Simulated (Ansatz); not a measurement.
Clamped-ion strain scan in Nb

Method: Ansatz, DFT r2SCAN, scalar-relativistic, plane waves, PAW. The runs took a 500 eV cutoff, a Γ-centred 20×20×20 mesh and Gaussian smearing (0.15 eV). No spin polarisation. Energies are free energies at this smearing, counted from the undisturbed cell; pressure is positive in compression.

Zero of the scan (as given, not relaxed at this level; it stands at -3.8 GPa):

```yaml
crystal:
  lattice:
    - [-1.66395, 1.66395, 1.66395]
    - [1.66395, -1.66395, 1.66395]
    - [1.66395, 1.66395, -1.66395]
  atoms:
    - { symbol: Nb, position: [0.00000, 0.00000, 0.00000] }
```

The cell is strained by ε times the Voigt pattern (0, 0, 0, 1, 0, 0) (xx, yy, zz, yz, xz, xy; engineering shear) with fractional coordinates fixed. The cell is metallic on the mesh throughout.

ε, ΔE (meV/atom) and a bar:
```
  -0.1000        4.7 ##############################
  -0.0500        0.7 ####
   0.0000        0.0
   0.0250        0.2 #
   0.0750        1.6 ###########
```